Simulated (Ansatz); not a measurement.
Q: Each is relaxed and computed with plane-wave PAW LDA (Ansatz code). Which is the only metal?
(A) Te2Mo, P6_3/mmc (Mo on 2c, Te on 4f)
(B) Si4P4Os, P1 (Pearson symbol aP9)
(C) Si2Mo, MoSi2 or CaC2 type
(D) In2Si2O7, C2/m (Pearson symbol mS22)

A: C, Si2Mo, MoSi2 or CaC2 type. Si2Mo: metal; In2Si2O7: gap 3.07 eV (direct); Te2Mo: gap 0.64 eV (indirect); Si4P4Os: gap 1.30 eV (indirect). Standing as an ambient phase not checked: In2Si2O7, C2/m (Pearson symbol mS22); Si4P4Os, P1 (Pearson symbol aP9). Weakly bound layers, chains or molecules computed without a dispersion correction, so cells and soft constants are ill determined: Te2Mo, P6_3/mmc (Mo on 2c, Te on 4f). Perhaps ordered models of mixed-site phases: Si4P4Os, P1 (Pearson symbol aP9). All cells were relaxed under the symmetry of their starts (and spin orders); stability against distortions was not tested throughout. Rows with no word on spin ran without spin polarisation. Spin–orbit coupling is left out wherever it is not named.

Potentials: the later of the program's two PAW sets.
